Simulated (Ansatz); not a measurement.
Computed with DFT PBE, scalar-relativistic, plane waves, PAW (Ansatz). Settings: cutoff 420 eV, Γ-centred meshes spaced at most about 0.3 Å⁻¹, and about 0.25 Å⁻¹ or finer for metals (2π included), Gaussian smearing. Collinear spin in cells that started with moments and kept them past the coarse steps, no spin elsewhere.

These are static total energies at zero pressure.

Compare these two cells of NaEuC₄, each relaxed at this level.

1. (site moments Eu 6.7 μB)

```xyz
6
Lattice="-2.9059 2.9059 4.9947 2.9059 -2.9059 4.9947 2.9059 2.9059 -4.9947" Properties=species:S:1:pos:R:3 pbc="T T T"
Na    0.0000    0.0000    0.0000
Eu    0.0000    0.0000    4.9947
C     3.5338    0.0000    0.0000
C     2.2780    0.0000    0.0000
C     0.0000    3.5338    0.0000
C     0.0000    2.2780    0.0000
```

2. (site moments Eu 6.5 μB)

```xyz
6
Lattice="2.6951 0.0000 0.0000 -1.3475 2.3340 0.0000 0.0000 0.0000 10.7136" Properties=species:S:1:pos:R:3 pbc="T T T"
Na    0.0000    0.0000    0.0000
Eu    0.0000    0.0000    5.3568
C     0.0000    1.5560    7.6508
C     0.0000    1.5560    3.0628
C     1.3475    0.7780    7.6508
C     1.3475    0.7780    3.0628
```

Problem. Which would you expect to be lower, and how large is the difference?

Solution. Cell 2 is lower, by 268 meV/atom. Cell 1 has space group I4/mmm (No. 139), 28.1 Å³/atom and no gap on its mesh; cell 2 has space group P6/mmm (No. 191), 11.2 Å³/atom and no gap. Counting C atoms around Eu and Na (those within 1.25 times the shortest such distance or 1.15 times the sum of covalent radii; the shortest distance is added where it is long for a bond), cell 1 has Na 4, Eu 8 and cell 2 has Na 12 from 3.4 Å, Eu 12. Cell 1 holds C–C pairs (shortest 1.26 Å); cell 2 holds C–C nets (shortest 1.56 Å). Even the lower one lies +0.70 eV/atom against the reference forms of the elements (uncorrected), so neither is stable at this level. In cell 1, around Na lie 4 C at 2.28 Å; around Eu lie 8 C at 2.97 Å; around C lie 1 C at 1.26 Å, 1 Na at 2.28 Å and 2 Eu at 2.97 Å. In cell 2, Na has 6 Na at 2.70 Å; Eu is surrounded by 6 Eu at 2.70 Å and 12 C at 2.77 Å; around C lie 3 C at 1.56 Å, 6 C at 2.70 Å and 3 Eu at 2.77 Å. Both come from invented guesses. A third cell relaxed alike, in P4/mmm, lies 172 meV/atom below the lower of the two.

No dispersion correction is applied, so the spacing and binding between layers, chains or molecules are poorly described (I4/mmm, P6/mmm), and this can change margins and order among such cells. The 4f shell of Eu is treated without a Hubbard U, which places its levels poorly. The magnetic state reached may not be the lowest. Cells relaxed within their symmetry can be saddle points. Some types were kept out of the candidates beforehand, so the set may lack a known form.
